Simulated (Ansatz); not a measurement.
PbS:
```
PbS
1.0
    4.22525     0.00000     0.00000
    0.00000     5.97135     0.00000
    0.00000     0.00000     4.22526
Pb S
2 2
Direct
  0.50000   0.50000   0.24994
  0.00000   0.00000   0.75006
  0.00000   0.50000   0.75009
  0.50000   0.00000   0.24991
```

Relaxed with r²SCAN. Special points in fractions of this cell's reciprocal vectors: Γ (0.000, 0.000, 0.000); X (0.500, 0.000, 0.000); S (0.500, 0.500, 0.000); Y (0.000, 0.500, 0.000); Z (0.000, 0.000, 0.500); U (0.500, 0.000, 0.500); R (0.500, 0.500, 0.500); T (0.000, 0.500, 0.500).

Question: List the band energies nearest the valence-band maximum at these points for r²SCAN with spin–orbit coupling in the plane-wave PAW code Ansatz.

Answer: In eV from the valence-band maximum; about four levels below and three above (degenerate sets whole), none deeper than 8.9 eV; points with the same levels are listed once.

```csv
k,below,above
Γ,-2.17 -2.17 -2.16 -2.16,3.69 3.69 4.27 4.27
X,-0.82 -0.82 -0.82 -0.82,1.29 1.29 1.29 1.29
S,0.00 0.00 0.00 0.00,0.20 0.20 0.20 0.20
Y,-1.73 -1.73 -1.73 -1.73,2.34 2.34 2.34 2.34
U,-3.35 -3.35 -3.35 -3.35,4.28 4.28 4.28 4.28
R,-1.08 -1.08 -1.08 -1.08,2.19 2.19 2.19 2.19
```

Space group Fm-3m (rock salt). The cell was relaxed with r²SCAN under the symmetry of its start; of distortions, only those at the zone centre were tested. Point labels and valley counts follow the cell and symmetry of the run, lower than the named group.

Potentials: the later of the program's two PAW sets.
